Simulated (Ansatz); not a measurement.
The start is a generated cell, HfN built in the FeSi structure type. A full variable-cell relaxation at zero pressure is run with r2SCAN (plane waves to 500 eV, PAW, scalar-relativistic; Ansatz, a program for electronic structure). First-step values are on the input's coarse k-mesh.

Ansatz input (later rounds restart from its end on a renewed k-mesh):
Ansatz 0.2 input:
```yaml
crystal:
  lattice:
    - [4.694584, 0, 0]
    - [0, 4.694584, 0]
    - [0, 0, 4.694584]
  atoms:
    - { symbol: Hf, position: [0.13652, 0.13652, 0.13652] }
    - { symbol: Hf, position: [0.63652, 0.36348, 0.86348] }
    - { symbol: Hf, position: [0.86348, 0.63652, 0.36348] }
    - { symbol: Hf, position: [0.36348, 0.86348, 0.63652] }
    - { symbol: N, position: [0.8424, 0.8424, 0.8424] }
    - { symbol: N, position: [0.3424, 0.6576, 0.1576] }
    - { symbol: N, position: [0.1576, 0.3424, 0.6576] }
    - { symbol: N, position: [0.6576, 0.1576, 0.3424] }
basis: { ecutwfc: 500, ecutrho_ratio: 4, xc_grid: 4, fft_grid_basis: typed }
kpoints: { mp_grid: { grid: [5, 5, 5] } }
hamiltonian:
  xc: r2scan
  dispersion: none
  pseudopotentials: { azcp: { folder: ./paw }, kind: paw }
scf: { occupations: { method: fermi_dirac, width: 0.05 } }
relax: { f_tol: 0.01, max_steps: 100, cell: { stress_tol: 0.02 } }
output: { forces: true, stress: true }
```

```yaml
initial_pressure: "-15 GPa (negative: the cell is under tension)"
largest_initial_force: about 1.3 eV/Å, on Hf1, Hf2, Hf3, Hf4 (atoms numbered as listed)
outcome: The space group goes from P2₁3 (No. 198) to Fm-3m (No. 225); the end is rock salt type, with 2 atoms in the primitive cell
energy_released: 1.45 to 1.46 eV/atom (the two k-meshes of the run give this range)
volume_change: -10.4 %, from 12.93 to 11.59 Å³/atom
Shortest distances (start → end): "The closest pairs of elements (up to four, under 3.6 Å), start → end: Hf–N 2.39 → 2.26 Å; Hf–Hf 2.88 → 3.20 Å; N–N 2.91 → 3.20 Å"
band_gap_at_the_end: no gap (metallic)
optimiser_moves: 9
```

Relaxed structure:

```cif
data_Hf4N4
_chemical_formula_sum 'Hf4 N4'
_space_group_name_H-M_alt 'Fm-3m'
_space_group_IT_number 225
_space_group_name_Hall '-F 4 2 3'
_cell_length_a 4.52590
_cell_length_b 4.52590
_cell_length_c 4.52590
_cell_angle_alpha 90.000
_cell_angle_beta 90.000
_cell_angle_gamma 90.000
loop_
_atom_site_label
_atom_site_type_symbol
_atom_site_symmetry_multiplicity
_atom_site_Wyckoff_symbol
_atom_site_fract_x
_atom_site_fract_y
_atom_site_fract_z
_atom_site_occupancy
Hf1 Hf 4 a 0.00000 0.00000 0.00000 1
N1 N 4 b 0.50000 0.50000 0.50000 1
```
(The calculation used a cell of 2 atoms; values per cell refer to that cell.)

Final values are on a 18×18×18 k-mesh of the relaxed cell. No spin polarisation in the result. The relaxed primitive cell holds an odd number of electrons. A magnetic state may lie lower.

The run could not lose the symmetry of its start; a randomly shaken copy of 4 atoms returns to this structure.
